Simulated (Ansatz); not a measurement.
ZnSnP2:
```cif
data_P2SnZn
_chemical_formula_sum 'Zn1 Sn1 P2'
_space_group_name_H-M_alt 'P-4m2'
_space_group_IT_number 115
_space_group_name_Hall 'P -4 -2'
_cell_length_a 4.00351
_cell_length_b 4.00351
_cell_length_c 5.63369
_cell_angle_alpha 90.000
_cell_angle_beta 90.000
_cell_angle_gamma 90.000
loop_
_atom_site_label
_atom_site_type_symbol
_atom_site_symmetry_multiplicity
_atom_site_Wyckoff_symbol
_atom_site_fract_x
_atom_site_fract_y
_atom_site_fract_z
_atom_site_occupancy
Zn1 Zn 1 a 0.00000 0.00000 0.00000 1
Sn1 Sn 1 c 0.50000 0.50000 0.50000 1
P1 P 2 g 0.00000 0.50000 0.22693 1
```

Relaxed with r²SCAN. 

**Question.** HSE06 on this cell (Ansatz, a first-principles code, PAW) gives a gap of 1.30 eV. What does r²SCAN give?

**Answer.** 0.86 eV.

Cost on shared cores: the r²SCAN run (SCF on a 7×7×5 mesh, then bands and DOS) around 100 core-seconds (rough), the HSE06 run (SCF on 5×5×4, then a few points) roughly 90 core-seconds; the tasks are unlike.

The workflow started from a Materials Project entry (that database holds measured and hypothetical structures alike); the Crystallography Open Database copy checked does not list it. Whether it is the stable phase at ambient conditions was not checked. The r²SCAN relaxation kept the symmetry of its start; its stability against distortions is not shown here. Scalar-relativistic: spin–orbit coupling is off unless named, which matters more the heavier the elements.

Potentials: the later of the program's two PAW sets.

Ansatz is a plane-wave DFT program.
